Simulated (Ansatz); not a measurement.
A geometry of Ta away from equilibrium: step 4 of the relaxation of a relaxed Ta cell, doubled along one cell vector, shaken by Gaussian noise of σ = 0.08 Å a coordinate. These are r2SCAN (plane waves to 500 eV, PAW, scalar-relativistic; Ansatz, a first-principles code) values and carry that method's errors. Γ-centred k-mesh 7×4×12 on the run's cell (coarser than for final values), Fermi–Dirac smearing 0.05 eV. The plane waves were selected for a different cell earlier on the path.

```xyz
6
Lattice="5.3791 -0.0114 -0.0148 -5.3988 9.3105 -0.0279 -0.0073 -0.0121 2.6988" Properties=species:S:1:pos:R:3 pbc="T T T"
Ta     2.5329    -0.0489     1.7686
Ta    -0.0533     4.6808     1.6785
Ta     1.2798     2.3486     0.9996
Ta    -1.3837     7.0519     1.2247
Ta    -1.3929     2.2995     1.6928
Ta    -4.0404     6.9559     0.7821
```

Task: What forces act on the atoms (eV/Å)?

Result: 
```
atom     Fx     Fy     Fz
----  -----  -----  -----
Ta1   -0.25   0.33   1.09
Ta2   -0.21   0.15   0.79
Ta3    0.18   0.08  -1.29
Ta4    0.61   0.13   0.02
Ta5    0.02  -0.23   0.55
Ta6   -0.36  -0.45  -1.16
```

The path ends in P2₁/m (No. 11). No spin polarisation in the result.

The end of the path is a generated cell of Ta: the first start was made by placing the elements on the sites of a structure type, and the end was not matched to a known phase here, so it may be hypothetical. Known forms of Ta include space group No. 229.
